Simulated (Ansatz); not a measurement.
Consider the following.

Bi2Se3 (Bi2Te3 type, space group R-3m)

```xyz
5
Lattice="2.0722 1.1964 9.4818 -2.0722 1.1964 9.4818 0.0000 -2.3928 9.4818" Properties=species:S:1:pos:R:3 pbc="T T T"
Bi     0.0000     0.0000    11.4032
Bi     0.0000     0.0000    17.0423
Se     0.0000     0.0000     0.0000
Se     0.0000     0.0000     5.9884
Se     0.0000     0.0000    22.4571
```

Equation-of-state scan: isotropic scaling of the cell above, V₀ being its volume. The atoms relax within the cell's symmetry.

All values below come from PBE-D3(BJ) (plane waves to 420 eV, PAW, scalar-relativistic; Ansatz, a quantum-chemistry and plane-wave program). k mesh 9×9×9 (Γ-centred), Fermi-Dirac smearing 0.05 eV. The energy includes the smearing's −TS. Compression counts positive. With the shape held, the modulus is that of even scaling; a crystal free to change shape is softer. Bi2Se3 was relaxed with its symmetry unable to fall. Spin-orbit coupling is left out, though Bi is heavy. The PAW data are Ansatz's earlier set. The zero of ΔE is the relaxed starting cell.

The scan covers V/V₀ from 0.840 to 1.160 in 11 points.

Task: What pressure does the cell carry at V/V₀ = 0.840?

Result: 12.1 GPa.

Task: What is ΔE at V/V₀ = 0.840?

Result: 139.7 meV/atom.

Task: What is ΔE at V/V₀ = 1.160?

Result: 61.2 meV/atom.

(Under strain, the slope of the energy per volume gives the stress and its curvature an elastic modulus.)
